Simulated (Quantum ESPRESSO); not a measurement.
NbTi2O5F3, one run as intended and one with a planted mistake

Simulated, not a measurement. The program is pw.x of Quantum ESPRESSO 7.5 (plane-wave density functional theory). The cell is made up: 11 atoms on a fluorite lattice with one site empty, with randomly drawn elements, strain and displacements, not relaxed. PseudoDojo standard norm-conserving files (v0.5 for PBE, v0.4.1 for LDA and PBEsol) set the functional; there is no spin polarisation, spin-orbit coupling or dispersion term, and the masses in the input are unused placeholders.

Intended input:

```
&control calculation='scf', pseudo_dir='./dojo.nc.sr.pbe.v0_5.standard.upf', outdir='./o', disk_io='medium', tprnfor=.true., tstress=.true. /
&system ibrav=0, nat=11, ntyp=4, nbnd=50, ecutwfc=84.00895049, nosym=.true., tot_charge=0,
 occupations='smearing', smearing='fd', degauss=0.0018374661
/
&electrons conv_thr=7.350e-09, electron_maxstep=60, /
ATOMIC_SPECIES
F 1.0 F.upf
Nb 1.0 Nb.upf
O 1.0 O.upf
Ti 1.0 Ti.upf
CELL_PARAMETERS angstrom
4.8615 0.0 0.0
0.0 4.8615 0.0
0.0 0.0 4.8615
ATOMIC_POSITIONS angstrom
Nb -0.0184 0.0009 0.0129
Ti -0.0053 2.4274 2.4408
Ti 2.4095 -0.0021 2.4423
O 1.1858 1.2991 1.2803
F 1.2035 1.217 3.6563
O 1.1906 3.6777 1.1911
O 1.1662 3.6761 3.6811
O 3.6433 1.1697 1.2324
F 3.6249 1.2309 3.6404
O 3.641 3.6728 1.2443
F 3.6766 3.6419 3.639
K_POINTS automatic
5 5 5 1 1 1
```

The log is shortened where brackets say so; the opening notice, blank lines, dates and the lines on written files are dropped, and the path of the files is cut. It prints rydbergs, bohrs and kilobars, and counts compression as positive stress. Where no state is partly filled, the Fermi energy that it prints is only some level between the filled and the empty states on the mesh, and need not lie in the true gap.

Log of the intended run:

```
     Program PWSCF v.7.5
     Parallel version (MPI & OpenMP), running on       1 processor cores
     Number of MPI processes:                 1
     Threads/MPI process:                     1
     [start-up lines left out]
     bravais-lattice index     =            0
     lattice parameter (alat)  =       9.1869  a.u.
     unit-cell volume          =     775.3673 (a.u.)^3
     number of atoms/cell      =           11
     number of atomic types    =            4
     number of electrons       =        88.00
     number of Kohn-Sham states=           50
     kinetic-energy cutoff     =      84.0090  Ry
     charge density cutoff     =     336.0358  Ry
     scf convergence threshold =      7.3E-09
     mixing beta               =       0.7000
     number of iterations used =            8  plain     mixing
     Exchange-correlation= PBE
                           (   1   4   3   4   0   0   0)
     [axes and pseudopotential details left out]
   Cartesian axes
     site n.     atom                  positions (alat units)
         1        Nb     tau(   1) = (  -0.0037848   0.0001851   0.0026535  )
         2        Ti     tau(   2) = (  -0.0010902   0.4993109   0.5020673  )
         3        Ti     tau(   3) = (   0.4956289  -0.0004320   0.5023758  )
         4        O      tau(   4) = (   0.2439165   0.2672221   0.2633549  )
         5        F      tau(   5) = (   0.2475573   0.2503343   0.7520930  )
         6        O      tau(   6) = (   0.2449038   0.7564949   0.2450067  )
         7        O      tau(   7) = (   0.2398848   0.7561658   0.7571943  )
         8        O      tau(   8) = (   0.7494189   0.2406048   0.2535020  )
         9        F      tau(   9) = (   0.7456341   0.2531935   0.7488224  )
        10        O      tau(  10) = (   0.7489458   0.7554870   0.2559498  )
        11        F      tau(  11) = (   0.7562686   0.7491309   0.7485344  )
     number of k points=    63  Fermi-Dirac smearing, width (Ry)=  0.0018
                       cart. coord. in units 2pi/alat
        k(    1) = (   0.1000000   0.1000000   0.1000000), wk =   0.0320000
        k(    2) = (   0.1000000   0.1000000   0.3000000), wk =   0.0320000
     [further k points left out]
     Dense  grid:    80725 G-vectors     FFT dimensions: (  54,  54,  54)
     Estimated max dynamical RAM per process >     121.00 MB
     Initial potential from superposition of free atoms
     starting charge      87.9945, renormalised to      88.0000
     Starting wfcs are   62 randomized atomic wfcs
     total cpu time spent up to now is       23.1 secs
     per-process dynamical memory:    68.9 Mb
     Self-consistent Calculation
     iteration #  1     ecut=    84.01 Ry     beta= 0.70
     Davidson diagonalization with overlap
     ethr =  1.00E-02,  avg # of iterations =  2.0
     total cpu time spent up to now is       66.8 secs
     total energy              =    -672.65603291 Ry
     estimated scf accuracy    <       5.96617056 Ry
     iteration #  2     ecut=    84.01 Ry     beta= 0.70
     Davidson diagonalization with overlap
     ethr =  6.78E-03,  avg # of iterations =  9.0
     total cpu time spent up to now is      168.1 secs
     total energy              =    -664.11739286 Ry
     estimated scf accuracy    <     103.58654403 Ry
     [iterations 3 to 22 left out]
     iteration # 23     ecut=    84.01 Ry     beta= 0.70
     Davidson diagonalization with overlap
     ethr =  4.58E-11,  avg # of iterations =  4.9
     total cpu time spent up to now is     1330.3 secs
     total energy              =    -676.01212662 Ry
     estimated scf accuracy    <       0.00000001 Ry
     iteration # 24     ecut=    84.01 Ry     beta= 0.70
     Davidson diagonalization with overlap
     ethr =  1.47E-11,  avg # of iterations =  5.6
     total cpu time spent up to now is     1402.1 secs
     End of self-consistent calculation
     [lines on levels left out]
     the Fermi energy is    10.4221 ev
!    total energy              =    -676.01212663 Ry
     estimated scf accuracy    <          1.1E-09 Ry
     smearing contrib. (-TS)   =      -0.00000001 Ry
     internal energy E=F+TS    =    -676.01212661 Ry
     The total energy is F=E-TS. E is the sum of the following terms:
     one-electron contribution =    -216.30112175 Ry
     hartree contribution      =     156.67457671 Ry
     xc contribution           =    -135.69122034 Ry
     ewald contribution        =    -480.69436123 Ry
     convergence has been achieved in  24 iterations
     Forces acting on atoms (cartesian axes, Ry/au):
     atom    1 type  2   force =     0.07099146   -0.07796012    0.25665256
     atom    2 type  4   force =     0.06452954    0.05568347   -0.18846457
     atom    3 type  4   force =    -0.06133185   -0.05468662   -0.18717705
     atom    4 type  3   force =    -0.02828569   -0.04576931    0.03498328
     atom    5 type  1   force =    -0.00658104    0.01551998    0.01334394
     atom    6 type  3   force =    -0.02472053    0.05933699    0.04327532
     atom    7 type  3   force =    -0.02272454    0.03714366   -0.05432991
     atom    8 type  3   force =     0.01666837   -0.01174295    0.03402959
     atom    9 type  1   force =     0.00383746   -0.00444185    0.00222511
     atom   10 type  3   force =     0.02752396    0.00984290    0.03669153
     atom   11 type  1   force =    -0.03990712    0.01707384    0.00877021
     Total force =     0.427513     Total SCF correction =     0.000090
     Computing stress (Cartesian axis) and pressure
          total   stress  (Ry/bohr**3)                   (kbar)     P=      -16.56
  -0.00008429  -0.00008747   0.00014875          -12.40      -12.87       21.88
  -0.00008747  -0.00011891  -0.00014730          -12.87      -17.49      -21.67
   0.00014875  -0.00014730  -0.00013461           21.88      -21.67      -19.80
     init_run     :     19.04s CPU     22.99s WALL (       1 calls)
     electrons    :   1333.50s CPU   1379.04s WALL (       1 calls)
     forces       :     12.86s CPU     13.00s WALL (       1 calls)
     stress       :     41.71s CPU     41.88s WALL (       1 calls)
     [timing details left out]
     PWSCF        :  23m27.63s CPU  24m20.10s WALL
     JOB DONE.
```

A second run has one planted mistake: the plane-wave cutoff is too low. The input lines that differ, file-writing options aside:

```
- &system ibrav=0, nat=11, ntyp=4, nbnd=50, ecutwfc=84.00895049, nosym=.true., tot_charge=0,
+ &system ibrav=0, nat=11, ntyp=4, nbnd=50, ecutwfc=56.74095344, nosym=.true., tot_charge=0,
```

Its log:

```
     Program PWSCF v.7.5
     Parallel version (MPI & OpenMP), running on       1 processor cores
     Number of MPI processes:                 1
     Threads/MPI process:                     1
     [start-up lines left out]
     bravais-lattice index     =            0
     lattice parameter (alat)  =       9.1869  a.u.
     unit-cell volume          =     775.3673 (a.u.)^3
     number of atoms/cell      =           11
     number of atomic types    =            4
     number of electrons       =        88.00
     number of Kohn-Sham states=           50
     kinetic-energy cutoff     =      56.7410  Ry
     charge density cutoff     =     226.9638  Ry
     scf convergence threshold =      7.3E-09
     mixing beta               =       0.7000
     number of iterations used =            8  plain     mixing
     Exchange-correlation= PBE
                           (   1   4   3   4   0   0   0)
     [axes and pseudopotential details left out]
   Cartesian axes
     site n.     atom                  positions (alat units)
         1        Nb     tau(   1) = (  -0.0037848   0.0001851   0.0026535  )
         2        Ti     tau(   2) = (  -0.0010902   0.4993109   0.5020673  )
         3        Ti     tau(   3) = (   0.4956289  -0.0004320   0.5023758  )
         4        O      tau(   4) = (   0.2439165   0.2672221   0.2633549  )
         5        F      tau(   5) = (   0.2475573   0.2503343   0.7520930  )
         6        O      tau(   6) = (   0.2449038   0.7564949   0.2450067  )
         7        O      tau(   7) = (   0.2398848   0.7561658   0.7571943  )
         8        O      tau(   8) = (   0.7494189   0.2406048   0.2535020  )
         9        F      tau(   9) = (   0.7456341   0.2531935   0.7488224  )
        10        O      tau(  10) = (   0.7489458   0.7554870   0.2559498  )
        11        F      tau(  11) = (   0.7562686   0.7491309   0.7485344  )
     number of k points=    63  Fermi-Dirac smearing, width (Ry)=  0.0018
                       cart. coord. in units 2pi/alat
        k(    1) = (   0.1000000   0.1000000   0.1000000), wk =   0.0320000
        k(    2) = (   0.1000000   0.1000000   0.3000000), wk =   0.0320000
     [further k points left out]
     Dense  grid:    44713 G-vectors     FFT dimensions: (  45,  45,  45)
     Estimated max dynamical RAM per process >      69.20 MB
     Check: negative core charge=   -0.000057
     Initial potential from superposition of free atoms
     starting charge      87.9945, renormalised to      88.0000
     Starting wfcs are   62 randomized atomic wfcs
     total cpu time spent up to now is       18.0 secs
     per-process dynamical memory:    42.4 Mb
     Self-consistent Calculation
     iteration #  1     ecut=    56.74 Ry     beta= 0.70
     Davidson diagonalization with overlap
     ethr =  1.00E-02,  avg # of iterations =  2.0
     total cpu time spent up to now is       54.8 secs
     total energy              =    -672.54081283 Ry
     estimated scf accuracy    <       5.84498898 Ry
     iteration #  2     ecut=    56.74 Ry     beta= 0.70
     Davidson diagonalization with overlap
     ethr =  6.64E-03,  avg # of iterations =  8.9
     total cpu time spent up to now is      115.7 secs
     total energy              =    -664.08832930 Ry
     estimated scf accuracy    <     100.92451520 Ry
     [iterations 3 to 18 left out]
     iteration # 19     ecut=    56.74 Ry     beta= 0.70
     Davidson diagonalization with overlap
     ethr =  5.84E-10,  avg # of iterations =  1.2
     total cpu time spent up to now is      774.5 secs
     total energy              =    -675.81554501 Ry
     estimated scf accuracy    <       0.00000018 Ry
     iteration # 20     ecut=    56.74 Ry     beta= 0.70
     Davidson diagonalization with overlap
     ethr =  2.03E-10,  avg # of iterations =  5.3
     total cpu time spent up to now is      820.5 secs
     End of self-consistent calculation
     [lines on levels left out]
     the Fermi energy is    10.4425 ev
!    total energy              =    -675.81554504 Ry
     estimated scf accuracy    <          5.8E-09 Ry
     smearing contrib. (-TS)   =      -0.00000001 Ry
     internal energy E=F+TS    =    -675.81554503 Ry
     The total energy is F=E-TS. E is the sum of the following terms:
     one-electron contribution =    -215.85749205 Ry
     hartree contribution      =     156.34084047 Ry
     xc contribution           =    -135.60453221 Ry
     ewald contribution        =    -480.69436124 Ry
     convergence has been achieved in  20 iterations
     Forces acting on atoms (cartesian axes, Ry/au):
     atom    1 type  2   force =     0.07155259   -0.07912179    0.25841230
     atom    2 type  4   force =     0.06592960    0.05428827   -0.19012926
     atom    3 type  4   force =    -0.06073312   -0.05525470   -0.18928084
     atom    4 type  3   force =    -0.02928712   -0.04365797    0.03666083
     atom    5 type  1   force =    -0.00596111    0.01681770    0.01310329
     atom    6 type  3   force =    -0.02358664    0.06032678    0.04435435
     atom    7 type  3   force =    -0.02168491    0.03603334   -0.05545766
     atom    8 type  3   force =     0.01520380   -0.01150807    0.03482668
     atom    9 type  1   force =     0.00330506   -0.00368522    0.00135858
     atom   10 type  3   force =     0.02627189    0.00915875    0.03779207
     atom   11 type  1   force =    -0.04101003    0.01660291    0.00835966
     Total force =     0.430821     Total SCF correction =     0.000163
     Computing stress (Cartesian axis) and pressure
          total   stress  (Ry/bohr**3)                   (kbar)     P=     -267.72
  -0.00179185  -0.00009105   0.00015299         -263.59      -13.39       22.51
  -0.00009105  -0.00182603  -0.00014905          -13.39     -268.62      -21.93
   0.00015299  -0.00014905  -0.00184194           22.51      -21.93     -270.96
     init_run     :     15.77s CPU     17.78s WALL (       1 calls)
     electrons    :    775.87s CPU    802.58s WALL (       1 calls)
     forces       :      7.01s CPU      7.09s WALL (       1 calls)
     stress       :     25.05s CPU     25.15s WALL (       1 calls)
     [timing details left out]
     PWSCF        :  13m45.19s CPU  14m17.76s WALL
     JOB DONE.
```

```
                                            intended run  run with the mistake
                          free energy (eV)     -9197.614             -9194.939
                    smearing term -TS (eV)        0.0000                0.0000
                            pressure (GPa)         -1.66                -26.77
            largest force component (eV/Å)         6.599                 6.644
largest change of a force component (eV/Å)                               0.054
                                iterations            24                    20
```

For scale, a rerun of the intended cell at a cutoff of 1467 eV and k mesh 7 x 7 x 7 moved values by no more than 0.003 eV in energy, 0.05 GPa in stress and 0.004 eV/Å in force.